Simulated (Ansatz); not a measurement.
## Does relaxation matter for the field gradients of CdSe with Na replacing Cd?

Start: a supercell of CdSe (wurtzite type, P6_3mc) built from a structure deposited in the COD (the entry's cell lengths or inner coordinates differ somewhat from later room-temperature determinations), with all atoms left at the host's positions.

Space group P3m1 (No. 156); a = 8.6000, c = 14.0400 Å, γ = 120.00°.

```
site  Wyckoff  site symmetry       x       y       z
  Na       1a            3m.  0.0000  0.0000  0.0000
 Cd2       1a            3m.  0.0000  0.0000  0.5000
 Cd3       3d            .m.  0.0000  0.5000  0.0000
 Cd4       3d            .m.  0.0000  0.5000  0.5000
 Cd9       3d            .m.  0.1667  0.8333  0.2500
Cd10       3d            .m.  0.1667  0.8333  0.7500
Cd15       1c            3m.  0.6667  0.3333  0.2500
Cd16       1c            3m.  0.6667  0.3333  0.7500
Se17       1a            3m.  0.0000  0.0000  0.1925
Se18       1a            3m.  0.0000  0.0000  0.6925
Se19       3d            .m.  0.0000  0.5000  0.1925
Se20       3d            .m.  0.0000  0.5000  0.6925
Se25       3d            .m.  0.1667  0.8333  0.4425
Se26       3d            .m.  0.1667  0.8333  0.9425
Se31       1c            3m.  0.6667  0.3333  0.4425
Se32       1c            3m.  0.6667  0.3333  0.9425
```

One atom of each set is listed.

All values are calculated (Ansatz; DFT, PBE, plane waves and PAW, scalar-relativistic, collinear spin, 420 eV cutoff, Γ-centred 3×3×2 k-points, Fermi–Dirac smearing 0.01 eV), not measured. Start moments as typed (μB): 1 on each Na, none on the rest.

The largest force at the start is 0.61 eV/Å. Relaxing the ions at fixed cell moves them by 0.158 Å at most (atom 1, Na) and 0.073 Å rms.

| site | moved (Å) | first shell before | first shell after | V_zz before (10²¹ V/m²) | η before |
| --- | --- | --- | --- | --- | --- |
| Na | 0.158 | 4 Se at 2.61–2.70 Å | 4 Se at 2.68–2.70 Å | 0.24 | 0.00 |
| Cd2 | 0.011 | 4 Se at 2.61–2.70 Å | 4 Se at 2.63–2.64 Å | 2.76 | 0.00 |
| Cd3 | 0.071 | 4 Se at 2.61–2.70 Å | 4 Se at 2.60–2.66 Å | 3.37 | 0.04 |
| Cd4 | 0.056 | 4 Se at 2.61–2.70 Å | 4 Se at 2.62–2.63 Å | 2.83 | 0.02 |
| Cd9 | 0.072 | 4 Se at 2.61–2.70 Å | 4 Se at 2.59–2.64 Å | 3.30 | 0.47 |
| Cd10 | 0.028 | 4 Se at 2.61–2.70 Å | 4 Se at 2.60–2.65 Å | 1.64 | 0.11 |
| Cd16 | 0.120 | 4 Se at 2.61–2.70 Å | 4 Se at 2.62–2.64 Å | 2.79 | 0.00 |
| Se17 | 0.132 | 3 Cd at 2.61 Å, 1 Na at 2.70 Å | 3 Cd at 2.59 Å, 1 Na at 2.68 Å | -17.90 | 0.00 |
| Se19 | 0.072 | 4 Cd at 2.61–2.70 Å | 4 Cd at 2.63–2.66 Å | -2.70 | 0.20 |
| Se20 | 0.047 | 4 Cd at 2.61–2.70 Å | 4 Cd at 2.62–2.64 Å | -2.27 | 0.17 |
| Se26 | 0.084 | 3 Cd at 2.61–2.70 Å, 1 Na at 2.61 Å | 3 Cd at 2.60 Å, 1 Na at 2.70 Å | -13.21 | 0.33 |

(1) How do the gradients change?

## Answers

(1) 

```
site  V_zz after  η after  change of V_zz
  Na       -0.42     0.00           -0.66
 Cd2        0.32     0.00           -2.44
 Cd3        3.41     0.34           +0.04
 Cd4       -0.74     0.44           -3.57
 Cd9       -2.00     0.77               –
Cd10       -2.21     0.31           -3.85
Cd16       -1.95     0.00           -4.74
Se17      -19.67     0.00           -1.77
Se19       -1.57     0.82           +1.13
Se20       -0.90     0.17           +1.37
Se26      -13.56     0.14           -0.35
```

The largest change of V_zz along a kept axis is on Cd16, from 2.79 to -1.95. In per cent, |V_zz| changes by -88 to +1 on Cd, -60 to +10 on Se (all sites that start above 2, bar those whose gradient vanishes or changes sign or whose main axis turns by over 40°). Where |V_zz| stays above 0.1 and the axes keep their order, η moves most on Se19, from 0.20 to 0.82. On Cd3 V_xx and V_yy change places (or their axes turn by over 50°), so the two values of η hide a larger change. V_zz changes sign on Cd4 (axis turned by 35°), Cd16 (same axis), Cd10 (axis turned by 13°), Na (same axis). On Cd9 the largest principal value lies along another axis in the second run, so the two V_zz can't be compared directly. The table leaves out 5 of the 16 sites, with |V_zz| up to 3.06; their tensors move by 1.57 at most along any direction. The statements above cover all sites. The electronic state changes along with the positions (absolute moment from 0.3 to 0.0 μB), so the changes aren't those of geometry alone. The host's own positions weren't relaxed first, so part of the change far from the defect can be the host's relaxation.

The defect repeats with the cell of 32 atoms, so it feels its images: sites between two images don't show the values beside a lone defect, and zeros or small values of η there can come from the images' arrangement. Cd and Se carry a gradient in the pure host already, so the values there aren't the defect's effect alone. The defect cell has no gap above 0.1 eV on its mesh, so the values can hang on the smearing and the k-mesh. Without spin–orbit coupling (the program notes it for Cd) the gradients can shift by some per cent, and by up to a factor of two as the program warns, since there is no gap.
Before: The run lost most of its start moments on Na; a state with other moments may lie lower. The neighbours have not yet relaxed around the defect (largest force 0.61 eV/Å), and relaxing can change the values around it severalfold.
After: The relaxation keeps the site symmetry 3m of the start, so the impurity can move only along its axis; a distortion that would localise the partly filled state isn't explored. The start moments die out, and the run ends without spin.
